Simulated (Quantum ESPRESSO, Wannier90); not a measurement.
Wannierisation of K2Se (anti-fluorite)

```xyz
3
Lattice="0.0000 3.8360 3.8360 3.8360 0.0000 3.8360 3.8360 3.8360 0.0000" Properties=species:S:1:pos:R:3 pbc="T T T"
K      1.9180     1.9180     1.9180
K     -1.9180    -1.9180    -1.9180
Se     0.0000     0.0000     0.0000
```

Materials Project entry mp-8426; symmetrised, unrelaxed at this level. COD (Crystallography Open Database) has an entry of this formula and space group (matched by these alone). Computed values, not measurements, from LDA: Quantum ESPRESSO (norm-conserving PseudoDojo potentials, cutoff 69 Ry, no spin polarisation, no spin-orbit coupling) on a Γ-centred 8×8×8 mesh, then Wannier90. Density: 8×8×8 mesh, cold smearing 0.01 Ry. Spin-orbit coupling, left out, would split the p-like bands by a few tenths of an eV.

Bands 14-17 form an isolated set from -10.10 to 0.00 eV relative to the valence-band maximum (on the path) and are turned into 4 Wannier functions by minimising the spread from the start: sp3 on Se.

Problem. Where do the functions sit, how wide are they and what are they made of?

Solution. 
| functions | spread (Å²) | nearest atom, distance (Å) | second atom, distance (Å) | weight on atomic waves |
|---|---|---|---|---|
| 4 | 2.17 | Se 0.54 | K 2.78 | Se 4p 66 %, Se 4s 22 %, K 4s 8 % |

Ω_I = 7.48 Å², Ω_total = 8.68 Å²; the interpolated bands follow pw.x to 0.1 meV rms on the path. It is the lowest total spread that any start reached here.
